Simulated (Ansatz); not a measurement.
Li3LaBi2: Li vacancy

Level of theory: PBEsol, no spin polarisation, scalar-relativistic; Ansatz, plane waves to 420 eV (PAW set soft_2), k-mesh 3×3×3.

The relaxed host crystal (Kohn–Sham gap 0.31 eV on this mesh):

```
Li La Bi
1.0
     4.68874    0.00000    0.00000
    -2.34437    4.06057    0.00000
     0.00000    0.00000    7.46279
Li La Bi
3 1 2
Direct
  0.33333 0.66667 0.64526
  0.66667 0.33333 0.35474
  0.00000 0.00000 0.50000
  0.00000 0.00000 0.00000
  0.33333 0.66667 0.25476
  0.66667 0.33333 0.74524
```

Supercell of 18 atoms, rows of the matrix [[0,0,-1],[1,2,0],[1,-1,0]] times the cell vectors; Li vacancy at (0.333, 0.667, 0.645) in fractions of the cell above. Atoms are relaxed at the host's cell, from a start shaken by 0.03 Å near the defect. The cell loses 1 of its 9 Li, so this is a heavily defective crystal.

Distances from the empty Li site (Å), by shell of the perfect crystal:

| shell | perfect crystal | relaxed, charge 0 |
| --- | --- | --- |
| 3 Bi | 2.81 | 2.78 |
| 1 Bi | 2.91 | 2.89 |
| 3 Li | 2.92 | 2.60 |

```csv
charge,gap of the cell on the mesh (eV)
0,0.00
```

The host's gap is narrow at this level, and the cell is left with a partly filled band, so the electrons or holes that the defect brings lie in a band of the host and aren't shown to be bound to it.

No formation energy is given, since the neutral cell holds a carrier in a band.

Caveats: the run had no spin, so the odd electron couldn't take a moment, and a state with one unpaired electron may lie lower; small supercell, so energies and levels can be off by tenths of an eV; one random start near the defect, so other minima are possible.
